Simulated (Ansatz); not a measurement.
Given:

TaGe:
```xyz
4
Lattice="3.6792 0.0000 0.0000 -1.8396 3.1863 0.0000 0.0000 0.0000 6.3594" Properties=species:S:1:pos:R:3 pbc="T T T"
Ta     0.0000     0.0000     0.0000
Ta     0.0000     0.0000     3.1797
Ge     0.0000     2.1242     1.5899
Ge     1.8396     1.0621     4.7696
```

This is the PBE-relaxed structure.

All from plane-wave PAW PBE (Ansatz code), unless another level is named. Give the electronic character.

metallic (no gap).

Predict the formation energy from the elements (no fitted shifts).

-0.014 eV/atom.

Give the density of states at the Fermi level.

0.80 states/eV per atom (mean over ±0.08 eV).

Space group P6_3/mmc (NiAs type). The cell is a constructed one: a structure type filled with these elements; neither database checked (COD, Materials Project) lists it. Its standing as an ambient phase is unchecked. Symmetry was held in the PBE relaxation; its stability against distortions is not shown here. No spin polarisation was allowed. The references are the lowest solids computed at this level, not always the standard phases. Scalar-relativistic: spin–orbit coupling is off unless named, which matters more the heavier the elements.

Potentials: the later of the program's two PAW sets.
